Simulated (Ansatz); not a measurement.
Relaxed-ion elastic tensor of SrZrO$_{3}$ in space group P4mm (No. 99; Sr on 1b, Zr on 1a, O on 1a, O on 2c) in GPa (Voigt order), LDA (plane waves, PAW; program Ansatz); density 5.45 g/cm³, 13.82 Å³ per atom.

```
      1     2    3     4     5     6
-  ----  ----  ---  ----  ----  ----
1   294  90.3  102   0.0   0.0   0.0
2  90.3   294  102   0.0   0.0   0.0
3   102   102  233   0.0   0.0   0.0
4   0.0   0.0  0.0  50.2   0.0   0.0
5   0.0   0.0  0.0   0.0  50.2   0.0
6   0.0   0.0  0.0   0.0   0.0  77.3
```

Is the crystal mechanically stable?

Yes: the smallest eigenvalue of C is 50.2 GPa.

Work out the Voigt, Reuss and Hill averages.

K_V = 157, K_R = 156, K_H = 156; G_V = 70.7, G_R = 65.6, G_H = 68.1 GPa.

Give Young's modulus, Poisson's ratio, Pugh's ratio and the universal anisotropy index.

E = 9KG/(3K + G) = 178 GPa; ν = 0.31; K/G = 2.29 (ductile by the Pugh limit of 1.75); A_U = 5G_V/G_R + K_V/K_R − 6 = 0.40.

Estimate the sound speeds and the Debye temperature.

v_l = √((K + 4G/3)/ρ) = 6730 m/s, v_t = √(G/ρ) = 3530 m/s, mean 3950 m/s; Θ = (h/k)(3n/4πV)^(1/3) v_m = 490 K.

How much does each axis shrink under pressure?

Linear compressibilities β_i = Σ_j S_ij (j = 1 to 3): x 1.9, y 1.9, z 2.6 per TPa.

The first step of the workflow began from a Materials Project structure, measured or hypothetical; the Crystallography Open Database copy checked does not list it. COD files the formula under space group No. 62, 63, 221, so this cell is another polymorph or a model. Its standing as an ambient phase is unchecked. The LDA relaxation kept the symmetry of its start. At this level the phase is dynamically unstable (imaginary phonons). No spin polarisation was allowed.

Potentials: the later of the program's two PAW sets.
